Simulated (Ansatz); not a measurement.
Method: DFT PBE, scalar-relativistic, plane waves, PAW in Ansatz. All cells share a 420 eV cutoff and Γ-centred k meshes spaced at most about 0.3 Å⁻¹ (about 0.25 or finer for metals, 2π included). Collinear spin in cells that started with moments and kept them past the coarse steps, no spin elsewhere.

These are static total energies at zero pressure.

Two forms of Sc3Te were relaxed alike.

A. (no spin)

Space group P6_3/mmc (No. 194). a = 6.368 Å, b = 6.368 Å, c = 5.107 Å, α = 90.00°, β = 90.00°, γ = 120.00°
```json
{"atom": "Sc", "site": "6h", "symmetry": "mm2", "x": "0.3343", "y": "0.1671", "z": "0.7500"}
{"atom": "Te", "site": "2d", "symmetry": "-6m2", "x": "0.6667", "y": "0.3333", "z": "0.2500"}
```

B. (site moments Sc 0.1 (×2), 0.3 μB)

Space group Fm-3m (No. 225). a = 7.143 Å, b = 7.143 Å, c = 7.143 Å, α = 90.00°, β = 90.00°, γ = 90.00°
| atom | site | symmetry | x | y | z |
| --- | --- | --- | --- | --- | --- |
| Sc | 8c | -43m | 0.2500 | 0.7500 | 0.7500 |
| Sc | 4b | m-3m | 0.5000 | 0.0000 | 0.0000 |
| Te | 4a | m-3m | 0.0000 | 0.0000 | 0.0000 |

Question: Which would you expect to be lower, and how large is the difference?

Answer: A is lower, by 240 meV/atom. A has the Ni3Sn (D0_19) type, space group P6_3/mmc (No. 194), 22.4 Å³/atom and no gap on its mesh; B has the BiF3 (D0_3) type, space group Fm-3m (No. 225), 22.8 Å³/atom and no gap. Counting Sc atoms around Te (those within 1.25 times the shortest such distance or 1.15 times the sum of covalent radii; a plus sign parts nearer from farther groups), A has Te 12 and B has Te 8+6. Their magnetic states differ too. In A, around Sc lie 4 Te at 3.14–3.18 Å and 8 Sc at 3.15–3.19 Å; around Te lie 12 Sc at 3.14–3.18 Å. In B, around Sc on a site of symmetry -43m lie 4 Sc at 3.09 Å, 4 Te at 3.09 Å and 6 Sc at 3.57 Å; Sc on a site of symmetry m-3m is surrounded by 8 Sc at 3.09 Å and 6 Te at 3.57 Å; Te is surrounded by 8 Sc at 3.09 Å and 6 Sc at 3.57 Å. Origin: A is a Materials Project cell, relaxed; B was invented.

These runs have no spin–orbit coupling, which can matter for Te. The magnetic state reached may not be the lowest. With atoms moved at random, P6_3/mmc came back. Other cells relaxed within their symmetry can be saddle points. Some candidate types were left out of the draw beforehand, so a known form may be missing.
